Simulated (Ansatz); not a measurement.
A relaxed cell of Cd₄Se is given with its symmetry left out. The cell was found from a structure generator's guess, not taken from experiment.

Level of theory: Ansatz, DFT PBE, scalar-relativistic, plane waves, PAW. Cutoff 420 eV, Γ-centred mesh, Gaussian smearing, no spin polarisation.

```
Cd Se
1.0
     6.12096    0.00000    0.00000
     0.00000    6.12096    0.00000
     0.00000    0.00000    3.81259
Cd Se
4 1
Direct
  0.73502 0.73502 0.00000
  0.26498 0.26498 0.00000
  0.26498 0.73502 0.00000
  0.73502 0.26498 0.00000
  0.00000 0.00000 0.50000
```

Formation energies are uncorrected and refer to the elements' standard structures at the same level.

(1) What space group does it have?

(2) How far does it lie from the elements in energy?

(3) Is it a metal?

Results:

(1) P4/mmm (No. 123). Conventional cell: a = 6.121 Å, c = 3.813 Å. Cd is surrounded by 2 Cd at 2.88 Å, 2 Se at 2.98 Å and 2 Cd at 3.24 Å; Se is surrounded by 8 Cd at 2.98 Å and 2 Se at 3.81 Å.

(2) −0.02 eV/atom. The formation energy is too near zero to say whether this cell lies below the elements.

(3) Yes, bands cross the Fermi level on the 6×6×10 mesh.

The last run used a 6×6×10 mesh (in the run's order of axes) for its 5-atom cell and Gaussian smearing of 0.10 eV. For metals, differences of a few meV/atom aren't resolved. The reference form of Se is held partly by dispersion forces, which this level lacks. Symmetry constrained the relaxation, so the result can be a saddle point.
